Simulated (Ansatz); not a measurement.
Method: Ansatz, DFT PBE, scalar-relativistic, plane waves, PAW. Cutoff 420 eV, Γ-centred meshes of about 0.25 Å⁻¹ or finer for metals and 0.3 Å⁻¹ for insulators (2π included), Gaussian smearing. No spin polarisation.

These are static total energies at zero pressure.

Two relaxed structures of AlIn3Sb2N2:

A.

```cif
data_structure
_symmetry_space_group_name_H-M 'P3m1'
_symmetry_Int_Tables_number 156
_cell_length_a 3.2985
_cell_length_b 3.2985
_cell_length_c 18.0747
_cell_angle_alpha 90.000
_cell_angle_beta 90.000
_cell_angle_gamma 120.000
_cell_volume 170.31
loop_
_atom_site_label
_atom_site_type_symbol
_atom_site_symmetry_multiplicity
_atom_site_Wyckoff_symbol
_atom_site_fract_x
_atom_site_fract_y
_atom_site_fract_z
_atom_site_occupancy
Al1 Al 1 b 0.33333 0.66667 0.02300 1
In1 In 1 c 0.66667 0.33333 0.86781 1
In2 In 1 b 0.33333 0.66667 0.52695 1
In3 In 1 c 0.66667 0.33333 0.17752 1
Sb1 Sb 1 b 0.33333 0.66667 0.69665 1
Sb2 Sb 1 c 0.66667 0.33333 0.33794 1
N1 N 1 c 0.66667 0.33333 0.99315 1
N2 N 1 b 0.33333 0.66667 0.12698 1
```

B.

```cif
data_structure
_symmetry_space_group_name_H-M 'P3m1'
_symmetry_Int_Tables_number 156
_cell_length_a 3.2910
_cell_length_b 3.2910
_cell_length_c 17.7685
_cell_angle_alpha 90.000
_cell_angle_beta 90.000
_cell_angle_gamma 120.000
_cell_volume 166.67
loop_
_atom_site_label
_atom_site_type_symbol
_atom_site_symmetry_multiplicity
_atom_site_Wyckoff_symbol
_atom_site_fract_x
_atom_site_fract_y
_atom_site_fract_z
_atom_site_occupancy
Al1 Al 1 a 0.00000 0.00000 0.57563 1
In1 In 1 c 0.66667 0.33333 0.38339 1
In2 In 1 c 0.66667 0.33333 0.07049 1
In3 In 1 a 0.00000 0.00000 0.91313 1
Sb1 Sb 1 a 0.00000 0.00000 0.22301 1
Sb2 Sb 1 c 0.66667 0.33333 0.77214 1
N1 N 1 b 0.33333 0.66667 0.57478 1
N2 N 1 b 0.33333 0.66667 0.98745 1
```

Task: Which form is favoured at zero pressure, and by what margin per atom?

Result: A is lower, by 173 meV/atom. A has space group P3m1 (No. 156), 21.3 Å³/atom and no gap on its mesh; B has space group P3m1 (No. 156), 20.8 Å³/atom and no gap. Counting N or Sb atoms around Al and In (for each partner element, those within 1.25 times its shortest distance or 1.15 times the sum of covalent radii, where it is the nearest in units of that sum or under 1.3; a plus sign parts groups by distance over the sum of covalent radii; the shortest distance is added where it exceeds 1.18 times the sum of covalent radii; a slash parts the counts of unlike sites), A has Al 4, In 1/1+3/4 and B has Al 3, In 3 from 3.4 Å/6. In A, Al is surrounded by 4 N at 1.88–1.98 Å; around In on its first site lie 1 N at 2.27 Å, 6 In at 3.30 Å, 3 Al at 3.39 Å and 3 Sb at 3.63 Å; Sb on its first site has 1 In at 3.07 Å, 6 Sb at 3.30 Å and 3 In at 3.63 Å; N on its first site has 3 Al at 1.98 Å and 1 In at 2.27 Å; 4 more sites not described. In B, Al is surrounded by 3 N at 1.90 Å, 6 Al at 3.29 Å, 3 N at 3.80 Å and 3 In at 3.91 Å; around In on its first site lie 6 In at 3.29 Å, 3 Sb at 3.43 Å, 3 N at 3.90 Å and 3 Al at 3.91 Å; Sb on its first site has 6 Sb at 3.29 Å and 6 In at 3.31–3.43 Å; N on its first site is surrounded by 3 Al at 1.90 Å, 6 N at 3.29 Å, 3 Al at 3.80 Å and 3 In at 3.90 Å; 4 more sites not described. Both come from trial cells of a structure search, whose lowest cell (Cm, 21.1 Å³/atom) lies 35 meV/atom below the lower of the two.

Weakly bound directions are ill-defined at this level, which has no dispersion term (P3m1 at 21.3 Å³/atom, P3m1 at 20.8 Å³/atom), and this can change margins and order among such cells. These runs have no spin–orbit coupling, which can matter for Sb. With atoms moved at random, A (by 35 meV/atom) fell into a lower structure. B had no clear such test and can be a saddle point. Some structure types and database cells were kept out of the candidates from the start, so a known form may be missing.
